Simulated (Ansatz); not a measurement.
GaBi in space group P3_221 (No. 154; Ga on 3a, Bi on 3b), PBE in the plane-wave PAW code Ansatz, all energies at zero smearing, with the estimated change up to a 700 eV cutoff added, with one set of potentials and settings (totals compare only within such a set). Cell of 6 atoms (3 Ga, 3 Bi): -48538.111 eV.

```csv
element,reference phase,E (eV/atom)
Ga,"Cmce, 4 atoms in the cell",-3783.0209
Bi,"R-3m, 2 atoms in the cell",-12396.5536
```

Formation energy per atom, worked out: (-48538.111 − 3×(-3783.0209) − 3×(-12396.5536))/6 = 0.102 eV/atom (10 kJ per mol of atoms), at 0 K, without zero-point energy or fitted corrections.

A made-up cell: these elements were put on the sites of a structure type; neither database checked (COD, Materials Project) lists it. Whether it is the stable phase at ambient conditions was not checked. Symmetry was held in the PBE relaxation; its stability against distortions is not shown here. The references are the lowest solids computed at this level, not always the standard phases. Spin–orbit coupling is left out wherever it is not named.

Potentials: the later of the program's two PAW sets.
